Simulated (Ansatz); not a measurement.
YAlGe, a database entry at a rescaled volume

```xyz
6
Lattice="4.1031 0.0000 0.0000 2.0516 -5.2879 0.0000 0.0000 0.0000 -5.8396" Properties=species:S:1:pos:R:3 pbc="T T T"
Y     2.0516   -2.0105   -4.3797
Y     4.1031   -3.2775   -1.4599
Ge    4.1031   -4.1690   -4.3797
Ge    2.0516   -1.1189   -1.4599
Al    0.0000    0.0000    0.0000
Al    0.0000    0.0000   -2.9198
```

The numbers come from plane-wave PAW DFT (Ansatz): r2SCAN, no spin polarisation, 500 eV, 7×7×5 Γ-centred k points, tetrahedron occupations. Nothing was relaxed.

(1) What happens at the Fermi level?

(2) Is the cell too large or too small?

(3) Give the Bader charges.

(4) Where is the largest force?

Origin: a database entry at a rescaled volume. Caveats: empty levels are not fully converged; forces and stress under tetrahedra may miss the slope of the energy.

## Answers

(1) It is a metal, with about 1.8 states/eV a cell as the mean within 0.25 eV of the Fermi level, mostly Y d (44 %), Ge p (29 %) and Al p (12 %).

(2) The pressure is -3.3 GPa (compression positive), so with the atoms held at these fractions the cell would first shrink. The principal stresses -3.8, -3.2, -2.8 GPa differ, so its shape would change too.

(3) Bader charges in e: Y +1.58, Al +0.45, Ge -2.03. In the mean Y gives up most and Ge takes most.

(4) The largest is on Y1 (and as large on other atoms): 0.08 eV/Å, components (0.00, 0.08, 0.00). It makes 136° with the line to a nearest neighbour, Ge3 at 2.98 Å, pointing away from it.
